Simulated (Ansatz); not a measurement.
ZrB₂ (AlB2 type, space group P6/mmm)

```cif
data_B2Zr
_chemical_formula_sum 'Zr1 B2'
_space_group_name_H-M_alt 'P6/mmm'
_space_group_IT_number 191
_space_group_name_Hall '-P 6 2'
_cell_length_a 3.17143
_cell_length_b 3.17143
_cell_length_c 3.54132
_cell_angle_alpha 90.000
_cell_angle_beta 90.000
_cell_angle_gamma 120.000
loop_
_atom_site_label
_atom_site_type_symbol
_atom_site_symmetry_multiplicity
_atom_site_Wyckoff_symbol
_atom_site_fract_x
_atom_site_fract_y
_atom_site_fract_z
_atom_site_occupancy
Zr1 Zr 1 a 0.00000 0.00000 0.00000 1
B1 B 2 d 0.33333 0.66667 0.50000 1
```

Two coordinates are scanned: the volume, and the ratio of the stretch along z (the conventional c axis) to the stretch across it. Atoms keep their fractional coordinates.

Level of theory: PBE (plane waves to 420 eV, PAW, scalar-relativistic; Ansatz, a program for electronic structure). k mesh 17×17×13 (Γ-centred), Fermi-Dirac smearing 0.05 eV. E stands for the smeared free energy. With partly filled bands, the response to shear is sensitive to the k mesh, so small differences along c/a are uncertain. ZrB2 is run without spin polarisation. ZrB2 was relaxed with its symmetry unable to fall. The last digit holds for this mesh only.

Changes of ΔE (meV/atom) from the point V/V₀ = 1.000, (c/a)/(c/a)₀ = 1.000 when one coordinate moves alone (two changes are said to add if the coupling is within 5 % of the smaller one, nearly so within 20 %):

| point | change |
|---|---|
| V/V₀ = 1.000, (c/a)/(c/a)₀ = 0.920 | 49.0 |
| V/V₀ = 1.000, (c/a)/(c/a)₀ = 0.960 | 12.0 |
| V/V₀ = 0.920, (c/a)/(c/a)₀ = 1.000 | 56.2 |
| V/V₀ = 0.960, (c/a)/(c/a)₀ = 1.000 | 13.1 |
| V/V₀ = 1.040, (c/a)/(c/a)₀ = 1.000 | 11.5 |
| V/V₀ = 1.080, (c/a)/(c/a)₀ = 1.000 | 43.2 |
| V/V₀ = 1.000, (c/a)/(c/a)₀ = 1.040 | 11.1 |
| V/V₀ = 1.000, (c/a)/(c/a)₀ = 1.080 | 42.3 |

Task: What is the change at V/V₀ = 1.040, (c/a)/(c/a)₀ = 0.960, where both move, and how far is it from the sum?

Result: The sum of the single changes is 11.5 + (12.0) = 23.5; the calculation gives 24.6, so the coupling contributes 1.1 (under 20 % of the smaller single change, nearly additive).

Task: Do the two effects add at V/V₀ = 0.920, (c/a)/(c/a)₀ = 1.040? Give the computed change.

Result: The sum of the single changes is 56.2 + (11.1) = 67.3; the calculation gives 70.8, so the coupling contributes 3.5 (over 20 % of the smaller single change, not additive).

Task: What is the change at V/V₀ = 0.920, (c/a)/(c/a)₀ = 0.920, where both move, and how far is it from the sum?

Result: The sum of the single changes is 56.2 + (49.0) = 105.2; the calculation gives 102.6, so the coupling contributes -2.6 (under 20 % of the smaller single change, nearly additive).

(Under strain, the slope of the energy per volume gives the stress and its curvature an elastic modulus.)
